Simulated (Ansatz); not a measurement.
Bi$_{2}$Se$_{3}$, DFT, PBEsol, all-electron LAPW, scalar-relativistic (Ansatz 0.2.0), run on 2 threads of Arm Neoverse V2 on a shared host.

The cell is COD entry 9011965, as deposited and not checked against the literature; nothing was relaxed. The listed cell was then made from it by scaling, straining or moving an atom.

Command: `ansatz run input.yaml --threads 2 --pin off --max-ram 8192MiB --backend cpu --events-out ev --progress --plain --runs-dir out`

```yaml
crystal:
  lattice:
    - [2.0300693109, 1.1720610631, 9.54533]
    - [-2.0300693109, 1.1720610631, 9.54533]
    - [0.0, -2.3441221262, 9.54533]
  atoms:
    - { symbol: Bi, position: [0.4008, 0.4008, 0.4008] }
    - { symbol: Bi, position: [0.5992, 0.5992, 0.5992] }
    - { symbol: Se, position: [0.0, 0.0, 0.0] }
    - { symbol: Se, position: [0.2117, 0.2117, 0.2117] }
    - { symbol: Se, position: [0.7883, 0.7883, 0.7883] }
kpoints:
  mp_grid: { grid: [6, 6, 6] }
  band_path:
    path:
      - [0.0, 0.0, 0.0]
      - [0.5, 0.5, 0.5]
      - [0.8232819156, 0.1767180844, 0.5]
      - [0.5, -0.1767180844, 0.1767180844]
      - [0.5, 0.0, 0.0]
      - [0.0, 0.0, 0.0]
      - [0.3383590422, -0.3383590422, 0.0]
      - [0.6616409578, 0.0, 0.3383590422]
      - [0.5, 0.0, 0.5]
    npoints: 5
scf:
  occupations: { method: fermi_dirac, width: 0.03 }
hamiltonian:
  xc: pbesol
  pseudopotentials: { kind: all_electron, lapw: { basis_error: 0.0005 } }
output:
  forces: true
  stress: true
  eigenvalues: true
```

(1) How large is the problem that the program sets up?

(2) About how long does it take, and how much memory does it use?

## Answers

(1) 32 irreducible k-points, 1243 plane waves at Γ, 88 bands.

(2) 85 s of wall time for 14 SCF iterations, with a peak of 0.82 GiB. Times on shared machines scatter by tens of per cent.
